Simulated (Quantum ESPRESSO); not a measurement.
# Kohn-Sham bands of Ba (fcc (Cu type), model phase)

```
CELL_PARAMETERS angstrom
      0.00000     3.23266     3.23266
      3.23266     0.00000     3.23266
      3.23266     3.23266     0.00000
ATOMIC_POSITIONS crystal
  Ba 0.00000 0.00000 0.00000
```

Cell from Materials Project (mp-10679), symmetrised, no further relaxation. This isn't the element's usual structure (bcc); take it as a model of another phase. Computed values, not measurements, from PBEsol: Quantum ESPRESSO (norm-conserving PseudoDojo potentials, cutoff 46 Ry, no spin polarisation, no spin-orbit coupling) on a Γ-centred 8×8×8 mesh, then Wannier90. Density: 12×12×12 mesh, cold smearing 0.01 Ry. Spin-orbit coupling is left out although heavy elements are present.

Q: List the Kohn-Sham levels between −8 and 3.0 eV relative to the Fermi level at the high-symmetry points, as a band run of pw.x on that density gives them (levels within 2 meV counted together).

A: 
| point | k (reciprocal lattice) | levels (eV) |
|---|---|---|
| Γ | 0.000 0.000 0.000 | -2.79, 1.67 (×3) |
| X | 0.500 0.000 0.500 | -0.77, -0.15, 1.74 |
| U | 0.625 0.250 0.625 | -0.26, 0.12, 1.11, 2.84 |
| K | 0.375 0.375 0.750 | -0.26, 0.12, 1.11, 2.84 |
| L | 0.500 0.500 0.500 | -0.98, 0.84, 1.54 (×2) |
| W | 0.500 0.250 0.750 | -0.07, 0.61 (×2), 1.96 |
